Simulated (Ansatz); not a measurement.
SrNbNO$_{2}$ in space group P4/mmm (No. 123; Sr on 1a, Nb on 1d, N on 1c, O on 2e), a = 4.0098 Å, b = 4.0098 Å, c = 4.0604 Å, α = 90.00°, β = 90.00°, γ = 90.00°.

Relaxed with PBEsol. The program Ansatz at the PBEsol level (PAW) gives no gap.

What gap does HSE06 give on the same cell (Ansatz, PAW)?

1.05 eV. The hybrid was solved on a coarser mesh and at special points; the gap given is the minimum over both. On such a mesh it can open a false gap in a semimetal.

| k | v1 PBEsol | c1 PBEsol | v1 HSE06 | c1 HSE06 |
|---|---|---|---|---|
| Γ | -0.06 | 0.08 | 0.00 | 1.05 |
| Z | -2.81 | 0.16 | (withheld) | (withheld) |
| M | -0.41 | 2.87 | (withheld) | (withheld) |
| A | -0.39 | 3.89 | (withheld) | (withheld) |
| R | -0.59 | 2.68 | -0.59 | 3.96 |
| X | -0.12 | 0.35 | (withheld) | (withheld) |

Top valence (v1) and lowest conduction level (c1) in eV from each method's valence maximum (which need not be a listed point): supply the withheld HSE06 values.


- M, v1 HSE06: -0.57
- M, c1 HSE06: 3.99
- X, v1 HSE06: -0.23
- X, c1 HSE06: 1.30
- A, v1 HSE06: -0.38
- A, c1 HSE06: 5.33
- Z, v1 HSE06: -2.87
- Z, c1 HSE06: 1.28

Cost on shared cores: the PBEsol run (SCF on a 10×10×10 mesh, then bands and DOS) about 60 core-seconds (a rough figure), the HSE06 run (SCF on 4×4×4, then a few points) roughly 80 core-seconds; the tasks are unlike.

The workflow started from a Materials Project entry (that database holds measured and hypothetical structures alike); the Crystallography Open Database copy checked does not list it. With N and O taken as one species the cell has the higher symmetry Pm-3m, so it may be an ordered model of a mixed-site phase. Its standing as an ambient phase is unchecked. Symmetry was held in the PBEsol relaxation. At this level the phase is dynamically unstable (imaginary phonons). No spin polarisation was allowed. Scalar-relativistic: spin–orbit coupling is off unless named, which matters more the heavier the elements.

Potentials: the later of the program's two PAW sets.
